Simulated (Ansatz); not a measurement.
# Convergence of In3Se with the smearing width on a coarse mesh

Theory: Ansatz, DFT PBEsol, scalar-relativistic, plane waves, PAW.

```
In Se
1.0
     4.80376    0.00000    0.00000
     0.00000    4.80376    0.00000
     0.00000    0.00000    4.80376
In Se
3 1
Cartesian
  0.0000 2.4019 2.4019
  2.4019 0.0000 2.4019
  2.4019 2.4019 0.0000
  0.0000 0.0000 0.0000
```

The plane-wave cutoff is 420 eV. The Γ-centred k-mesh is 5×5×5 and the spin treatment is unpolarised.

The atoms stay fixed while the smearing width on a coarse mesh is varied. ΔE is the energy extrapolated to zero smearing, less that of the reference run (10×10×10 Γ-centred mesh, Gaussian smearing 0.1 eV). The cell isn't necessarily relaxed at this level. Pressure is positive in compression.

```csv
"rule, width (eV)",ΔE (meV/atom),"ΔF, free energy (meV/atom)",P (GPa)
Gaussian 0.01,18.3,19.4,-2.44
Gaussian 0.05,18.3,19.0,-2.46
Gaussian 0.1,18.3,17.1,-2.52
Gaussian 0.2,16.6,11.6,-2.56
Gaussian 0.4,?,?,?
```

(1) Fill in the withheld rows.

Results:

(1) The withheld rows:

```csv
"rule, width (eV)",ΔE (meV/atom),"ΔF, free energy (meV/atom)",P (GPa)
Gaussian 0.4,13.4,-3.60,-2.65
```

Cost: 5 runs of about 0.2 core-minutes in all, on Arm Neoverse V2 (shared hosts).